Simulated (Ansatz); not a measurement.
Here is the system:

Ge:
```
CELL_PARAMETERS angstrom
     -2.53483     2.53506     1.39198
      2.53483    -2.53506     1.39198
      2.53483     2.53506    -1.39198
ATOMIC_POSITIONS crystal
  Ge 0.62511 0.87511 0.75000
  Ge 0.37489 0.12489 0.25000
```

This is the LDA-relaxed structure.

Problem. All from DFT-LDA in the program Ansatz with PAW potentials, unless another level is named. Give the bulk modulus (Birch–Murnaghan fit).

Solution. 84.2 GPa.

Problem. Give the highest zone-centre frequency.

Solution. 22.4 meV.

Space group I4_1/amd (β-Sn type). This is a known high-pressure phase of the composition, computed here at zero pressure and temperature. The cell was relaxed with LDA under the symmetry of its start; whether a distortion lowers the energy is not shown.

Potentials: the earlier of the program's two PAW sets. The files were generated under PBE; for other functionals the program regenerates the frozen cores, and for LDA and PBEsol the local potential too.
